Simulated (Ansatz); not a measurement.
CsPbBr3:
```cif
data_Br3CsPb
_chemical_formula_sum 'Cs1 Pb1 Br3'
_space_group_name_H-M_alt 'Pm-3m'
_space_group_IT_number 221
_space_group_name_Hall '-P 4 2 3'
_cell_length_a 5.86640
_cell_length_b 5.86640
_cell_length_c 5.86640
_cell_angle_alpha 90.000
_cell_angle_beta 90.000
_cell_angle_gamma 90.000
loop_
_atom_site_label
_atom_site_type_symbol
_atom_site_symmetry_multiplicity
_atom_site_Wyckoff_symbol
_atom_site_fract_x
_atom_site_fract_y
_atom_site_fract_z
_atom_site_occupancy
Cs1 Cs 1 a 0.00000 0.00000 0.00000 1
Pb1 Pb 1 b 0.50000 0.50000 0.50000 1
Br1 Br 3 c 0.00000 0.50000 0.50000 1
```

Relaxed with PBEsol. Independent-particle spectrum: no excitons, no local fields, no scissors shift; 0.1 eV broadening; ε₁ of the summed bands alone.

Question: Tabulate the dielectric function from PBEsol (plane waves, PAW; program Ansatz).

Answer: 

| E (eV) | ε₁ xx | ε₂ xx |
|---|---|---|
| 0.0 | 5.27 | 0.00 |
| 0.4 | 5.32 | 0.00 |
| 0.8 | 5.50 | 0.00 |
| 1.2 | 5.90 | 0.00 |
| 1.6 | 6.61 | 0.70 |
| 2.0 | 6.81 | 1.40 |
| 2.4 | 7.18 | 2.38 |
| 2.8 | 6.27 | 4.45 |
| 3.2 | 5.26 | 4.56 |
| 3.6 | 4.54 | 5.04 |
| 4.0 | 2.28 | 5.33 |
| 4.4 | 1.21 | 4.51 |
| 4.8 | 1.24 | 2.87 |
| 5.2 | 1.79 | 2.57 |
| 5.6 | 1.62 | 2.73 |
| 6.0 | 2.38 | 2.00 |
| 6.4 | 2.78 | 2.77 |
| 6.8 | 2.83 | 2.58 |
| 7.2 | 1.82 | 4.51 |
| 7.6 | 0.07 | 3.00 |
| 8.0 | 0.91 | 2.27 |
| 8.4 | 0.58 | 1.82 |
| 8.8 | 1.45 | 1.73 |
| 9.2 | 1.67 | 2.30 |
| 9.6 | 1.81 | 2.87 |
| 10.0 | 0.08 | 3.19 |
| 10.4 | 0.53 | 2.04 |
| 10.8 | 0.55 | 2.01 |
| 11.2 | 0.36 | 2.30 |
| 11.6 | 0.34 | 1.52 |
| 12.0 | 0.77 | 1.51 |

Question: From ε at 1.7 eV (xx: 6.64 + 0.90i), find n, k, the normal reflectivity and the absorption coefficient.

Answer: n = 2.58, k = 0.174, R = 20 %, α = 2kE/ħc = 30000 cm⁻¹.

With all bands, ε∞ without local fields is 5.34.

This is a known high-temperature phase of the composition, computed here at zero pressure and temperature. The cell was relaxed with PBEsol under the symmetry of its start; whether a distortion lowers the energy is not shown. Scalar-relativistic: spin–orbit coupling is off unless named, which matters more the heavier the elements.

Potentials: the later of the program's two PAW sets.
